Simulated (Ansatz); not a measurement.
Cu Kα1 powder pattern (kinematic, no thermal factors).
2θ (°) (relative intensity): 23.19 (32), 29.63 (22), 31.77 (40), 36.13 (97), 43.38 (7), 47.40 (6), 47.98 (4), 48.87 (100), 57.69 (6), 58.70 (4), 61.02 (6), 61.50 (2), 64.98 (23), 66.39 (7), 70.90 (2), 73.46 (3), 74.15 (23), 76.67 (12), 77.98 (22), 81.39 (2), 82.25 (3), 84.27 (3), 85.37 (20)

The pattern is computed from a structure relaxed with DFT PBE, scalar-relativistic, plane waves, PAW (Ansatz 0.2.0). No spin polarisation. Its elements are N, Ti, W.

Give the structure.

TiW₂N₃.
Space group R32:H (No. 155). a = 4.968 Å, b = 4.968 Å, c = 8.442 Å, α = 90.00°, β = 90.00°, γ = 120.00°
```csv
atom,site,symmetry,x,y,z
Ti,3b,32,0.3333,0.6667,0.1667
W,6c,3.,0.3333,0.6667,0.8356
N,9d,.2,0.6660,0.6660,0.0000
```

A pattern alone doesn't exclude other cells with like lines; this is the one computed.

The structure comes from a generated guess; another structure or a mixture of phases may lie lower.
